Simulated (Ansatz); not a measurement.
Does relaxation matter for the field gradients of BN with Si replacing B?

Start: a supercell of BN (space group P6_3/mmc) built from a structure deposited in the COD (the entry's cell lengths or inner coordinates differ somewhat from later room-temperature determinations), with all atoms left at the host's positions.

```cif
data_SiB17N18
_symmetry_space_group_name_H-M 'P-6m2'
_symmetry_Int_Tables_number 187
_cell_length_a 7.4947
_cell_length_b 7.4947
_cell_length_c 6.6357
_cell_angle_alpha 90.000
_cell_angle_beta 90.000
_cell_angle_gamma 120.000
loop_
_atom_site_label
_atom_site_type_symbol
_atom_site_symmetry_multiplicity
_atom_site_Wyckoff_symbol
_atom_site_fract_x
_atom_site_fract_y
_atom_site_fract_z
Si Si 1 a 0.0000 0.0000 0.0000
B2 B 6 l 0.0000 0.3333 0.0000
B6 B 1 c 0.3333 0.6667 0.0000
B8 B 1 e 0.6667 0.3333 0.0000
B10 B 3 k 0.1111 0.8889 0.5000
B12 B 3 k 0.1111 0.5556 0.5000
B14 B 3 k 0.4444 0.2222 0.5000
N19 N 1 b 0.0000 0.0000 0.5000
N20 N 6 m 0.0000 0.3333 0.5000
N24 N 1 d 0.3333 0.6667 0.5000
N26 N 1 f 0.6667 0.3333 0.5000
N28 N 3 j 0.1111 0.8889 0.0000
N30 N 3 j 0.1111 0.5556 0.0000
N32 N 3 j 0.4444 0.2222 0.0000
```

One atom of each set is listed.

Computed with Ansatz: DFT, PBE, plane waves and PAW, scalar-relativistic, 420 eV cutoff, Γ-centred 3×3×3 k-points, Fermi–Dirac smearing 0.01 eV, cell charge +1.

The largest force at the start is 13 eV/Å. Relaxing the ions at fixed cell moves them by 0.152 Å at most (atom 29, N) and 0.050 Å rms.

```csv
site,moved (Å),first shell before,first shell after,V_zz before (10²¹ V/m²),η before
Si,0.000,3 N at 1.44 Å,3 N at 1.59 Å,17.82,0.00
B2,0.057,3 N at 1.44 Å,3 N at 1.40–1.44 Å,2.84,0.20
B6,0.000,3 N at 1.44 Å,3 N at 1.44 Å,2.94,0.00
B10,0.008,3 N at 1.44 Å,3 N at 1.44–1.45 Å,2.84,0.04
N19,0.000,3 B at 1.44 Å,3 B at 1.45 Å,0.58,0.00
N20,0.000,3 B at 1.44 Å,3 B at 1.44 Å,-0.094,0.01
N26,0.000,3 B at 1.44 Å,3 B at 1.44 Å,-0.038,0.00
N28,0.152,"2 B at 1.44 Å, 1 Si at 1.44 Å","2 B at 1.42 Å, 1 Si at 1.59 Å",-2.11,0.94
N30,0.005,3 B at 1.44 Å,3 B at 1.40–1.44 Å,0.36,0.74
N32,0.004,3 B at 1.44 Å,3 B at 1.44 Å,-0.45,0.10
```

(1) What are V_zz and η after the relaxation?

## Answers

(1) 

```json
{"site": "Si", "V_zz after": "13.74", "η after": "0.00", "change of V_zz": "-4.08"}
{"site": "B2", "V_zz after": "2.86", "η after": "0.26", "change of V_zz": "+0.02"}
{"site": "B6", "V_zz after": "2.91", "η after": "0.00", "change of V_zz": "-0.03"}
{"site": "B10", "V_zz after": "2.85", "η after": "0.08", "change of V_zz": "+0.01"}
{"site": "N19", "V_zz after": "0.66", "η after": "0.00", "change of V_zz": "+0.08"}
{"site": "N20", "V_zz after": "-0.045", "η after": "0.52", "change of V_zz": "+0.05"}
{"site": "N26", "V_zz after": "-0.019", "η after": "0.00", "change of V_zz": "+0.02"}
{"site": "N28", "V_zz after": "1.01", "η after": "0.40", "change of V_zz": "–"}
{"site": "N30", "V_zz after": "-1.06", "η after": "0.34", "change of V_zz": "-1.42"}
{"site": "N32", "V_zz after": "-0.79", "η after": "0.73", "change of V_zz": "-0.34"}
```

The largest change of V_zz along a kept axis is on Si, from 17.82 to 13.74. In per cent, |V_zz| changes by -23 on Si, -1 to +1 on B, +14 on N (all sites that start above 0.5, bar those whose gradient vanishes or changes sign or whose main axis turns by over 40°). On N32, N30 V_xx and V_yy change places (or their axes turn by over 50°), so the two values of η hide a larger change. V_zz changes sign on N30 (same axis). On N28 the largest principal value lies along another axis in the second run, so the two V_zz can't be compared directly. The table leaves out 4 of the 14 sites, with |V_zz| up to 2.87; their tensors move by 0.02 at most along any direction. The statements above cover all sites.

The defect repeats with the cell of 36 atoms, so it feels its images: sites between two images don't show the values beside a lone defect, and zeros or small values of η there can come from the images' arrangement. B and N carry a gradient in the pure host already, so the values there aren't the defect's effect alone. A uniform background compensates the cell's charge.
Before: The cell keeps the host's lattice, where the PBE pressure is 18 GPa (in a charged cell this depends on the convention for the mean potential). The neighbours have not yet relaxed around the defect (largest force 13 eV/Å), so the values at and beside it are those of a strained start, not of the defect in a real crystal.
After: The relaxation keeps the site symmetry -6m2 of the start, so the impurity can't leave its site; a start off the site could end lower. The cell keeps the host's lattice, where the PBE pressure is 15 GPa (in a charged cell this depends on the convention for the mean potential).
